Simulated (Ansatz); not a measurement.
GeSb2Te4:
```
GeSb2Te4
1.0
    2.13103     1.23035    13.87108
   -2.13103     1.23035    13.87108
    0.00000    -2.46070    13.87108
Ge Sb Te
1 2 4
Cartesian
  0.00000   0.00000   0.00000
  0.00000   0.00000  17.55957
  0.00000   0.00000  24.05366
  0.00000   0.00000   5.38764
  0.00000   0.00000  36.22559
  0.00000   0.00000  12.19115
  0.00000   0.00000  29.42208
```

DFT-r²SCAN+D4 in the program Ansatz with PAW potentials gives a gap of 0.38 eV without spin–orbit coupling, maximum at T, minimum off the standard path, at k = (-0.130, -0.130, -0.072).

Task: What happens when spin–orbit coupling is switched on?

Result: The gap falls by 0.29 eV, to 0.09 eV; maximum at T, minimum at T.

Space group R-3m. Symmetry was held in the r²SCAN+D4 relaxation.

Potentials: the later of the program's two PAW sets.
